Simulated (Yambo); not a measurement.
NH₄Br (space group P-43m, No. 215); a = b = c = 4.000 Å, α = β = γ = 90.00°. With the G0W0 scissor the direct gap on the mesh is 6.62 eV.

**Question.** Can the lowest exciton of this BSE run be trusted, and with what binding energy? (Yambo, LDA bands; 8×8×8 mesh, 3 valence and 3 conduction bands, static screening with 30 bands and a 3 Ry block, scissor 2.60 eV, Tamm-Dancoff.)

**Answer.** No. The lowest state covers only about 2 of the 512 k points, so the mesh doesn't resolve it: its energy and its distance from the direct gap are mesh artefacts. An extended exciton needs a far denser mesh. The scissor comes from a G0W0 run whose convergence isn't established. Spin-orbit splittings are left out.

Geometry of the Materials Project entry, not relaxed at this level.
